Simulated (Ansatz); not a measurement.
How far is PAW off for Y?

```yaml
crystal:
  lattice:
    - [3.65150, 0.00000, 0.00000]
    - [-1.82575, 3.16229, 0.00000]
    - [0.00000, 0.00000, 5.74740]
  atoms:
    - { symbol: Y, position: [0.33333, 0.66667, 0.25000] }
    - { symbol: Y, position: [0.66667, 0.33333, 0.75000] }
```

Atoms are numbered in the order listed.

The geometry is COD entry 1539818, unchecked; take it as a test cell.

All numbers are computed: DFT, LDA, PAW with Ansatz's default frozen-core files, scalar-relativistic (Ansatz 0.2.0); DFT, LDA, all-electron PAW with datasets made for the crystal, scalar-relativistic (Ansatz 0.2.0); DFT, LDA, all-electron LAPW, scalar-relativistic (Ansatz 0.2.0).

For PAW: a Γ-centred 12×12×7 k mesh, Fermi–Dirac smearing of 0.08 eV, cutoff 420 eV, no spin polarisation; the PAW files were made with PBE, and the program remakes their frozen cores for this functional. The crystal-made all-electron datasets (AE datasets) take a cutoff of 200 eV at this cell. LAPW targets a basis error of 0.25 meV/atom. The Ansatz runs share mesh, smearing and spin set-up. Plane-wave (PAW) pressures include the program's estimate of the Pulay term.

Stress and pressure are positive in compression.

No spin–orbit coupling: at heavy atoms the gradients can be off by tens of per cent for that reason.

In a metal, gradients converge slowly with the k mesh: the values move by tens of per cent from one mesh to another, at times in sign, so only the comparison on one mesh counts.

Levels count from the Fermi level.

```json
{"quantity": "pressure (GPa)", "PAW": "-3.91", "AE datasets": "-3.91", "LAPW": "-3.91"}
{"quantity": "stress xx (GPa)", "PAW": "-3.71", "AE datasets": "-3.71", "LAPW": "-3.71"}
{"quantity": "stress zz (GPa)", "PAW": "-4.31", "AE datasets": "-4.31", "LAPW": "-4.31"}
{"quantity": "highest filled level at Γ (eV)", "PAW": "-1.862", "AE datasets": "-1.862", "LAPW": "-1.862"}
{"quantity": "lowest empty level at Γ (eV)", "PAW": "0.901", "AE datasets": "0.902", "LAPW": "0.902"}
{"quantity": "highest filled level at L (eV)", "PAW": "-1.642", "AE datasets": "-1.643", "LAPW": "-1.643"}
{"quantity": "lowest empty level at L (eV)", "PAW": "0.055", "AE datasets": "0.055", "LAPW": "0.055"}
{"quantity": "highest filled level at K (eV)", "PAW": "-0.415", "AE datasets": "-0.415", "LAPW": "-0.415"}
{"quantity": "lowest empty level at K (eV)", "PAW": "1.031", "AE datasets": "1.031", "LAPW": "1.031"}
{"quantity": "field gradient Vzz at Y1 (10²¹ V/m²)", "PAW": "2.57", "AE datasets": "2.54", "LAPW": "–"}
```
